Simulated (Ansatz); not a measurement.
Level of theory: DFT PBE, scalar-relativistic, plane waves, PAW (Ansatz). All cells share a 420 eV cutoff and Γ-centred k meshes spaced at most about 0.3 Å⁻¹ (about 0.25 or finer for metals, 2π included). No spin polarisation in the final relaxations.

These are static total energies at zero pressure. All come from trial cells, and lower structures may exist.

Task: These unrelaxed guesses for MgCdS4 are each relaxed within their symmetry. Order them by the energy at which they end, lowest first.
A.

```
Mg Cd S
1.0
     5.96426    0.00000    0.00000
     0.00000    5.96426    0.00000
     0.00000    0.00000    4.36681
Mg Cd S
1 1 4
Direct
  0.00000 0.00000 0.50000
  0.50000 0.50000 0.50000
  0.65969 0.00000 0.00000
  0.34031 0.00000 0.00000
  0.00000 0.34031 0.00000
  0.00000 0.65969 0.00000
```

B.

```
Mg Cd S
1.0
     4.84328    0.00000    0.00000
     0.00000    4.84328    0.00000
     0.00000    0.00000    6.91160
Mg Cd S
1 1 4
Direct
  0.50000 0.50000 0.50000
  0.00000 0.00000 0.00000
  0.50000 0.00000 0.76288
  0.00000 0.50000 0.23712
  0.50000 0.00000 0.23712
  0.00000 0.50000 0.76288
```

C.

```
Mg Cd S
1.0
     5.55627    0.00000    0.00000
    -2.77813    4.81187    0.00000
     0.00000    0.00000    5.01451
Mg Cd S
1 1 4
Cartesian
  0.0000 0.0000 0.0000
  0.0000 0.0000 2.5073
  0.0000 3.2079 3.7152
  0.0000 3.2079 1.2993
  2.7781 1.6040 1.2993
  2.7781 1.6040 3.7152
```

D.

```
Mg Cd S
1.0
     4.95917    0.00000    0.00000
    -2.47959    4.29477    0.00000
     0.00000    0.00000    7.81354
Mg Cd S
1 1 4
Direct
  0.33333 0.66667 0.00000
  0.66667 0.33333 0.50000
  0.66667 0.33333 0.78115
  0.66667 0.33333 0.21885
  0.00000 0.00000 0.00000
  0.00000 0.00000 0.50000
```

Result: B (ends in P4/mmm, 0 meV/atom), D (ends in P-6m2, 105 meV/atom), A (ends in P4/mmm, 201 meV/atom), C (ends in P6/mmm, 0.32 eV/atom).

Weakly bound directions are ill-defined at this level, which has no dispersion term (P-6m2), and this can change margins and order among such cells. Cells relaxed within their symmetry can be saddle points. Some types were kept out of the candidates beforehand, so the set may lack a known form.
